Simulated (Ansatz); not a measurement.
Consider the following.

Ga$_{2}$O$_{3}$:
```cif
data_Ga4O6
_chemical_formula_sum 'Ga4 O6'
_space_group_name_H-M_alt 'P 1'
_space_group_IT_number 1
_cell_length_a 6.41567
_cell_length_b 6.41567
_cell_length_c 5.87728
_cell_angle_alpha 76.712
_cell_angle_beta 103.288
_cell_angle_gamma 152.192
loop_
_space_group_symop_operation_xyz
  'x, y, z'
loop_
_atom_site_label
_atom_site_type_symbol
_atom_site_fract_x
_atom_site_fract_y
_atom_site_fract_z
_atom_site_occupancy
Ga1 Ga 0.34150 0.65850 0.68581 1
Ga2 Ga 0.65850 0.34150 0.31419 1
Ga3 Ga 0.91010 0.08990 0.20526 1
Ga4 Ga 0.08990 0.91010 0.79474 1
O1 O 0.50399 0.49601 0.74331 1
O2 O 0.49601 0.50399 0.25669 1
O3 O 0.82630 0.17370 0.43565 1
O4 O 0.17370 0.82630 0.56435 1
O5 O 0.16350 0.83650 0.10916 1
O6 O 0.83650 0.16350 0.89084 1
```

This is the PBE-relaxed structure.

### Question
All from DFT-PBE in the program Ansatz with PAW potentials, unless another level is named. Predict the band gap.

### Answer
2.01 eV (smallest direct gap 2.04 eV).

### Question
And the electron effective mass?

### Answer
0.22, 0.22, 0.23 mₑ (principal values).

### Question
What about the conduction-band minimum?

### Answer
at Γ.

Space group C2/m. Symmetry was held in the PBE relaxation. Spin–orbit coupling is left out wherever it is not named.

Potentials: the earlier of the program's two PAW sets.
